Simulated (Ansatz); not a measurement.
Method: DFT PBE, scalar-relativistic, plane waves, PAW (Ansatz 0.2.0). All cells share a 420 eV cutoff and Γ-centred k meshes spaced about 0.3 Å⁻¹ or finer (0.25 for metals, 2π included). No spin polarisation.

This relaxed Zn2Sn5N cell comes from a structure search over trial cells.

```
CELL_PARAMETERS angstrom
3.38527 0.00000 0.00000
0.00000 3.38527 0.00000
0.00000 0.00000 16.28138
ATOMIC_POSITIONS crystal
Zn 0.00000 0.50000 0.44178
Zn 0.50000 0.00000 0.55822
Sn 0.00000 0.00000 0.84590
Sn 0.00000 0.00000 0.15410
Sn 0.50000 0.50000 0.29541
Sn 0.50000 0.50000 0.70459
Sn 0.50000 0.50000 0.00000
N 0.00000 0.00000 0.50000
```

Wave vectors count in units of this cell's reciprocal vectors.

Problem. Is this structure dynamically stable?

Solution. No. The phonons on a 2×2×1 q mesh of the computed 8-atom cell go imaginary, to 23i cm⁻¹ at q = (0.00, -0.50, 0.00). (Phonon run: 10×10×2 k mesh, Gaussian smearing of 0.10 eV.) With atoms moved at random and symmetry off, it falls by 8 meV/atom into Pm (No. 6). Conventional cell: a = 3.192 Å, b = 3.410 Å, c = 17.384 Å, β = 91.0°. Zn on its first site is surrounded by 2 N at 1.92 Å, 2 Sn at 2.91–2.94 Å, 6 Zn at 3.06–3.19 Å and 2 Zn at 3.41 Å; Zn on its second site is surrounded by 2 N at 1.93–1.94 Å, 2 Sn at 2.88 Å and 6 Zn at 3.06–3.19 Å; Sn on its first site has 8 Sn at 3.15–3.41 Å; N has 4 Zn at 1.92–1.94 Å; 4 more sites not described.

```xyz
8
Lattice="3.1918 0.0000 0.0000 0.0000 3.4098 0.0000 -0.3037 0.0000 17.3817" Properties=species:S:1:pos:R:3 pbc="T T T"
Zn    0.2372    1.7049    7.7552
Zn    1.8482    0.0000    9.7371
Sn    2.0764    0.0000   14.6718
Sn    2.1667    0.0000    2.6968
Sn    1.8641    1.7049    5.3005
Sn    1.6756    1.7049   12.0550
Sn    1.2828    1.7049   17.3593
N     0.2499    0.0000    8.6418
```

Phonons of metals hang on the k mesh and the smearing.
